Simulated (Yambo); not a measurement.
Material: RbCl (CsCl type, space group Pm-3m, No. 221) under isotropic strain of -3 % on all lattice vectors; a = 3.769 Å, b = 3.769 Å, c = 3.769 Å, α = 90.00°, β = 90.00°, γ = 90.00° (2 atoms in the cell). The PBEsol cell relaxed from Materials Project entry mp-23299 was given an isotropic strain of -3 % on all lattice vectors, and the atoms were relaxed again.

With PBEsol (pw.x of Quantum ESPRESSO, ONCV potentials, without SOC), the gap between the mesh's edge points (M → Γ) is 5.398 eV.

Problem. Estimate the G0W0 gap between the same points from Yambo (4×4×4 Γ-centred k mesh, 134 bands and a 10 Ry block in the screening, 134 bands in G with the Bruneval-Gonze terminator, plasmon pole fitted at 27.2 eV).

Solution. The correction is 2.877 eV, giving 8.275 eV, 1.5 times the PBEsol value.  Convergence of the G0W0 settings was not tested. 

This is not the ordinary phase of the substance.
